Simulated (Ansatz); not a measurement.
NbC₂:
Space group I4/mmm (No. 139); a = 3.204 Å, b = 3.204 Å, c = 5.874 Å, α = 90.00°, β = 90.00°, γ = 90.00°

```json
[
 {"atom": "Nb", "site": "2a", "symmetry": "4/mmm", "x": "0.0000", "y": "0.0000", "z": "0.0000"},
 {"atom": "C", "site": "4e", "symmetry": "4mm", "x": "0.0000", "y": "0.0000", "z": "0.3849"}
]
```
(The calculation used a cell of 3 atoms; values per cell refer to that cell.)

Relaxed at zero pressure with r²SCAN in the plane-wave PAW code Ansatz.

### Question
The volume is lowered by 6 % and shape and atoms relax at that volume. What pressure results, and how do the axes share the change?

### Answer
16.4 GPa; a -2.4 %, b -2.4 %, c -1.3 %; the energy rises by 29 meV/atom.

### Question
Give the new structure.

### Answer

Space group I4/mmm (No. 139); a = b = 3.126 Å, c = 5.801 Å, α = β = γ = 90.00°

```
atom  site  symmetry       x       y       z
----  ----  --------  ------  ------  ------
Nb      2a     4/mmm  0.0000  0.0000  0.0000
C       4e       4mm  0.0000  0.0000  0.3835
```

The phase is kept; no other phase was compared at this pressure.

The start of the workflow was typed in or built on a structure type; neither database checked (COD, Materials Project) lists it. Its standing as an ambient phase is unchecked. The cell was relaxed with r²SCAN under the symmetry of its start; its stability against distortions is not shown here. No spin polarisation was allowed. The volume moved by -28 % from the start of the relaxation. Its formation energy is positive at this level, so the cell may be metastable or incomplete.

Potentials: the earlier of the program's two PAW sets.
